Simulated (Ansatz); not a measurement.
According to r²SCAN (plane waves, PAW; program Ansatz), Ti₂GeB₂ in the hexagonal phase (P-6m2; Ti on 2h, Ge on 1a, B on 1b, B on 1f) relaxes to a = 3.030 Å, c = 7.306 Å. Against the elements it lies at -87 kJ/mol of atoms, with no fitted shifts.

Electronic character: metallic (no gap). Gap from r²SCAN with spin–orbit coupling: none (metallic).

An equation-of-state fit gives a bulk modulus of 182 GPa. Bader charges are Ti +1.36, Ge -0.96, B -0.90 to -0.85 e.

The start of the workflow was typed in or built on a structure type; neither database checked (COD, Materials Project) lists it. Whether it is the stable phase at ambient conditions was not checked. The r²SCAN relaxation kept the symmetry of its start; its stability against distortions is not shown here. No spin polarisation was allowed. The references are the lowest solids computed at this level, not always the standard phases. Spin–orbit coupling is left out wherever it is not named.

Potentials: the earlier of the program's two PAW sets. The files were generated under PBE; for other functionals the program regenerates the frozen cores, and for LDA and PBEsol the local potential too.
